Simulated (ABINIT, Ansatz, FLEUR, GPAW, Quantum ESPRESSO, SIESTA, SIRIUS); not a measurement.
**Ti3Se: 7 runs at one level of theory**

```
CELL_PARAMETERS angstrom
3.19745 0.00000 0.00000
-1.59872 2.76907 0.00000
0.00000 0.00000 7.94275
ATOMIC_POSITIONS crystal
Se 0.00000 0.00000 0.00000
Ti 0.66667 0.33333 0.50000
Ti 0.33333 0.66667 0.77290
Ti 0.33333 0.66667 0.22710
```

The cell comes from a database or a generator and needn't be the stable form of this composition.

Alike in all runs: task single point; functional PBEsol; k mesh 10 × 10 × 4; occupations fermi-dirac, width 0.05 eV; no spin polarisation; no spin-orbit coupling. Pressure is positive in compression and, in plane waves, holds the error of the finite cutoff.

| program and potentials | plane-wave cutoff (eV) | notes | pressure (GPa) | largest force (eV/Å) |
| --- | --- | --- | --- | --- |
| SIESTA, files PseudoDojo sr-pbesol-0.4.1-standard, DZP (energy shift 0.003 Ry; two zetas on semicore shells) | - | atomic basis; 13 valence electrons an atom on average | -2.76 | 0.266 |
| ABINIT, JTH PAW PBE v2.0 | 408 | potentials made for PBE; 10.5 valence electrons an atom on average | -4.13 | 0.075 |
| Quantum ESPRESSO, GBRV 1.5 PBEsol | 612 | 10.5 valence electrons an atom on average | -4.46 | 0.094 |
| SIRIUS, all-electron FP-LAPW, apw+lo standard | - | - | - | 0.100 |
| GPAW, PAW data sets generated for this functional | 600 | 10.5 valence electrons an atom on average | -4.69 | 0.074 |
| Ansatz, all-electron LAPW, scalar-relativistic | - | - | -4.46 | 0.097 |
| FLEUR, all-electron, FLAPW | - | - | - | 0.097 |

Force on atom 4 (Ti), eV/Å:

```csv
program and potentials,x,y,z
"SIESTA, files PseudoDojo sr-pbesol-0.4.1-standard, DZP (energy shift 0.003 Ry; two zetas on semicore shells)",0.000,0.000,0.266
"ABINIT, JTH PAW PBE v2.0",0.000,0.000,-0.075
"Quantum ESPRESSO, GBRV 1.5 PBEsol",0.000,0.000,-0.094
"SIRIUS, all-electron FP-LAPW, apw+lo standard",0.000,0.000,-0.100
"GPAW, PAW data sets generated for this functional",0.000,0.000,-0.074
"Ansatz, all-electron LAPW, scalar-relativistic",0.000,0.000,-0.097
"FLEUR, all-electron, FLAPW",0.000,0.000,-0.097
```

The pressure spans -4.69 (GPAW, PAW data sets generated for this functional) to -2.76 GPa (SIESTA, files PseudoDojo sr-pbesol-0.4.1-standard, DZP (energy shift 0.003 Ry; two zetas on semicore shells)), with all-electron results at -4.46. The pressure on the cell as given of SIESTA, files PseudoDojo sr-pbesol-0.4.1-standard, DZP (energy shift 0.003 Ry; two zetas on semicore shells) lies far from the others; the cause wasn't traced. Rows in atomic bases carry the error of their basis and grid, which can be large.

The functional is the same throughout but for its coding, so the spread measures potentials, basis and numerics; runs on potential files found faulty are left out.
